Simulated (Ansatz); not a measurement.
## What a change of settings does: Li (bcc type)

First run: DFT, LDA, all-electron LAPW, scalar-relativistic (Ansatz 0.2.0).

Command: `ansatz run input.yaml --threads 1 --pin off --max-ram 2048MiB --backend cpu --events-out ev --progress --plain --runs-dir out` It took 1.7 s on 1 thread of Intel(R) Xeon(R) 6975P-C (Granite Rapids), with other jobs on the host, peak memory 0.22 GiB.

```yaml
crystal:
  lattice:
    - [-1.6355406318, 1.6355406318, 1.6355406318]
    - [1.6355406318, -1.6355406318, 1.6355406318]
    - [1.6355406318, 1.6355406318, -1.6355406318]
  atoms:
    - { symbol: Li, position: [0.0, 0.0, 0.0] }
kpoints:
  mp_grid: { grid: [16, 16, 16] }
scf:
  occupations: { method: fermi_dirac, width: 0.08 }
hamiltonian:
  xc: lda
  pseudopotentials: { kind: all_electron, lapw: { basis_error: 0.001 } }
output:
  forces: true
  stress: true
  eigenvalues: true
  populations: true
```

The base cell comes from a relaxation on PAW files under the same functional, and the cell shown is scaled from it.

This run: volume at 0.92 of the series' base cell.

It converges in 4 SCF iterations at a pressure of 1.46 GPa.

A second input differs as follows:

```diff
 kpoints:
-  mp_grid: { grid: [16, 16, 16] }
+  mp_grid: { grid: [1, 1, 1] }
 scf:
   occupations: { method: fermi_dirac, width: 0.08 }
+  max_iter: 80
 hamiltonian:
```

**Question.** What is wrong with it, and what does the program do?

**Answer.** The change was made to test one k-point for a small cell. The run converges in 4 SCF iterations at a pressure of -7.14 GPa, free energy -2.43 eV/atom against the first run's. Compare each number with the sound run's before taking it for a property of the system. The log ends:
```
       -7.143234       0.000000      -0.000000
        0.000000      -7.143234      -0.000000
       -0.000000      -0.000000      -7.143234
  P = ⅓ Tr σ = -7.1432 GPa (-71.432 kbar)
--- Band table (eV) ---
  k-point 0: bands = ["-44.0691", "-2.4227", "17.2058", "17.2058", "17.2058", "22.5336"]
--- Löwdin populations: 1 site ---
  site symbol       q [e]
     0     Li      2.9989
  spilling = 0.000369 (of n_electrons = 3.000000)
```
